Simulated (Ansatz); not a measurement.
The relaxed structure here is a generated cell of SiC: the first start was made by placing the elements on the sites of a structure type, and the end was not matched to a known phase here, so it may be hypothetical. Known forms of SiC include space group No. 186, 216.

One stationary structure of SiC. Computed with r2SCAN (plane waves to 500 eV, PAW, scalar-relativistic; Ansatz, a quantum-chemistry and plane-wave program).

```xyz
4
Lattice="3.0704 0.0000 0.0000 -1.5352 2.6590 0.0000 0.0000 0.0000 5.3621" Properties=species:S:1:pos:R:3 pbc="T T T"
C      1.5352     0.8863     3.5014
Si     0.0000     1.7727     1.1914
C      1.5352     0.8863     1.8606
Si     0.0000     1.7727     4.1707
```

**Question.** Find the space group and the Wyckoff positions (tolerance 0.01 Å).

**Answer.** Space group P-6m2 (No. 187); a = 3.070 Å, b = 3.070 Å, c = 5.362 Å, α = 90.00°, β = 90.00°, γ = 120.00°

```csv
atom,site,symmetry,x,y,z
C,2i,3m.,0.6667,0.3333,0.3470
Si,2h,3m.,0.3333,0.6667,0.2222
```

**Question.** Give the shortest distances between elements (the closest pairs, up to four, under 3.6 Å).

**Answer.** C–C 1.64 Å; C–Si 1.89 Å; Si–Si 2.38 Å.

```json
{
  "volume_per_atom": "10.94 Å³",
  "density": "3.04 g/cm³",
  "band_gap": "0.91 eV, indirect (valence top at Γ, conduction bottom at K) (no spin-orbit coupling)",
  "smallest_direct_gap": "3.19 eV at M"
}
```

No spin polarisation in the result.

The run could not lose the symmetry of its start: the end is stationary, and may be a saddle point rather than a minimum.

It was reached from a disturbed copy of a P6₃mc (No. 186) cell (wurtzite type), against which it lies +0.400 eV/atom.
